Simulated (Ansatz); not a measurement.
The relaxed structure here is a generated cell of CdTe: the first start was made by placing the elements on the sites of a structure type, and the end was not matched to a known phase here, so it may be hypothetical. Known forms of CdTe include space group No. 216.

One stationary structure of CdTe. Computed with PBE (plane waves to 420 eV, PAW, scalar-relativistic; Ansatz, a first-principles code).

```cif
data_Cd4Te4
_chemical_formula_sum 'Cd4 Te4'
_space_group_name_H-M_alt 'P 1'
_space_group_IT_number 1
_cell_length_a 6.04042
_cell_length_b 6.04042
_cell_length_c 8.52107
_cell_angle_alpha 90.000
_cell_angle_beta 90.000
_cell_angle_gamma 90.000
loop_
_space_group_symop_operation_xyz
  'x, y, z'
loop_
_atom_site_label
_atom_site_type_symbol
_atom_site_fract_x
_atom_site_fract_y
_atom_site_fract_z
_atom_site_occupancy
Cd1 Cd 0.75000 0.75000 0.25000 1
Cd2 Cd 0.25000 0.25000 0.25000 1
Cd3 Cd 0.25000 0.75000 0.75000 1
Cd4 Cd 0.75000 0.25000 0.75000 1
Te1 Te 0.00000 0.50000 0.55108 1
Te2 Te 0.50000 0.00000 0.44892 1
Te3 Te 0.00000 0.50000 0.05108 1
Te4 Te 0.50000 0.00000 0.94892 1
```

Question: Determine the symmetry and give the standard cell with its independent sites.

Answer: Space group P4₂/ncm, origin choice 1 (No. 138); a = b = 6.040 Å, c = 8.521 Å, α = β = γ = 90.00°

| atom | site | symmetry | x | y | z |
|---|---|---|---|---|---|
| Cd | 4c | ..2/m | 0.2500 | 0.2500 | 0.2500 |
| Te | 4e | 2.mm | 0.0000 | 0.5000 | 0.0511 |

Question: Give the shortest distances between elements (the closest pairs, up to four, under 3.6 Å).

Answer: Cd–Te 2.73 Å.

- Volume per atom = 38.86 Å³
- Band gap = 0.89 eV, indirect (valence top at A, conduction bottom at k = (0, 0, 0.1667)) (no spin-orbit coupling)
- Smallest direct gap = 1.09 eV at k = (0, 0, 0.1667)

No spin polarisation in the result. Without spin-orbit coupling the bands of the heavy element are not split, so the gap can be far off.

The run could not lose the symmetry of its start, so the end can be a saddle point.

It was reached from a disturbed copy of a P4₂/mmc (No. 131) cell, against which it lies -0.07 eV/atom.
